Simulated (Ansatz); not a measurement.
Data:

AlCo3B:
```
AlCo3B
1.0
    3.76402     0.00000     0.00000
    0.00000     3.76402     0.00000
    0.00000     0.00000     3.76402
Al Co B
1 3 1
Direct
  0.00000   0.00000   0.00000
  0.00000   0.50000   0.50000
  0.50000   0.00000   0.50000
  0.50000   0.50000   0.00000
  0.50000   0.50000   0.50000
```
The run is spin-polarised; directions of the spins, atom by atom: 0 ↑ ↑ ↑ 0.

This is the PBE-relaxed structure.

All from plane-wave PAW PBE (Ansatz code), unless another level is named. Estimate the electronic character.

metallic (no gap).

Next, the formation energy from the elements (no fitted shifts)?

-0.27 eV/atom.

And the density of states at the Fermi level?

0.39 states/eV per atom (mean over ±0.08 eV).

Space group Pm-3m (anti-perovskite). The start of the workflow was typed in or built on a structure type; neither database checked (COD, Materials Project) lists it. Its standing as an ambient phase is unchecked. The cell was relaxed with PBE under the symmetry of its start; whether a distortion lowers the energy is not shown. Spin order of the final state: ferromagnetic, the only order run, not a proven ground state. The references are the lowest solids computed at this level, not always the standard phases.

Potentials: the later of the program's two PAW sets.
